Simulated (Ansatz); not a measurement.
Straining LiMg

Theory: DFT PBEsol, scalar-relativistic, plane waves, PAW (Ansatz 0.2.0). (420 eV cutoff, 15×15×4 k-mesh, Gaussian smearing of 0.10 eV, no spin polarisation)

Starting point, cell and atoms relaxed:

```yaml
crystal:
  lattice:
    - [3.09660, 0.00000, 0.00000]
    - [-1.54830, 2.68173, 0.00000]
    - [0.00000, 0.00000, 15.05126]
  atoms:
    - { symbol: Li, position: [0.00000, 0.00000, 0.00000] }
    - { symbol: Li, position: [0.66667, 0.33333, 0.33333] }
    - { symbol: Li, position: [0.33333, 0.66667, 0.66667] }
    - { symbol: Mg, position: [0.66667, 0.33333, 0.83333] }
    - { symbol: Mg, position: [0.33333, 0.66667, 0.16667] }
    - { symbol: Mg, position: [0.00000, 0.00000, 0.50000] }
```

Deformation: c alone is stretched, the rest of the cell is held and the atoms relax, all within the symmetry that the strain leaves. Energies are extrapolated to zero smearing.

| strain (%) | ΔE (meV/atom) | a (Å) | b (Å) | c (Å) |
| --- | --- | --- | --- | --- |
| -3.0 | 3.2 | 3.097 | 3.097 | 14.600 |
| -2.0 | 1.4 | 3.097 | 3.097 | 14.750 |
| -1.0 | 0.4 | 3.097 | 3.097 | 14.901 |
| +0.0 | 0.0 | 3.097 | 3.097 | 15.051 |
| +1.0 | 0.3 | 3.097 | 3.097 | 15.202 |
| +2.0 | 1.2 | 3.097 | 3.097 | 15.352 |
| +3.0 | 2.8 | 3.097 | 3.097 | 15.503 |

(1) What stiffness (1/V) d²E/dε² at zero strain does a cubic fit over all points give?

Answers

(1) A cubic fit gives (1/V) d²E/dε² = 51 GPa at zero strain (the elastic constant along c at held a and b).